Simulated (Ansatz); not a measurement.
Stability checks on a candidate for HClF2

The structure comes from a generated guess, relaxed at this level; another structure or a mixture of phases may lie lower.

These are results of DFT PBE+D3(BJ), scalar-relativistic, plane waves, PAW in Ansatz, not measurements. The final run on the 4-atom cell used 420 eV, a Γ-centred 12×12×6 mesh, 0.02 eV smearing and no spin polarisation.

```cif
data_structure
_symmetry_space_group_name_H-M 'P 1'
_symmetry_Int_Tables_number 1
_cell_length_a 3.7898
_cell_length_b 3.7898
_cell_length_c 6.0538
_cell_angle_alpha 90.000
_cell_angle_beta 90.000
_cell_angle_gamma 120.000
_cell_volume 75.30
loop_
_atom_site_label
_atom_site_type_symbol
_atom_site_fract_x
_atom_site_fract_y
_atom_site_fract_z
_atom_site_occupancy
H1 H 0.00000 0.00000 0.50000 1
Cl1 Cl 0.00000 0.00000 0.00000 1
F1 F 0.00000 0.00000 0.31281 1
F2 F 0.00000 0.00000 0.68719 1
```

The zero of energy is the elements' standard structures at the same level (Cl₂, F₂, H₂ as molecules); no fitted shifts are applied.

Task: These tests were run: energy against the elements; phonons on a 2×2×1 q mesh. What do they show?

Result:

```csv
test,result
energy against the elements,−0.767 eV/atom
phonons on a 2×2×1 q mesh,imaginary modes down to 895i cm⁻¹
```

It fails one test: phonons on a 2×2×1 q mesh. So it isn't even a local minimum.

With hydrogen, zero-point motion can shift formation energies by some tens of meV/atom. The run for the phonons used a 12×12×6 k mesh.
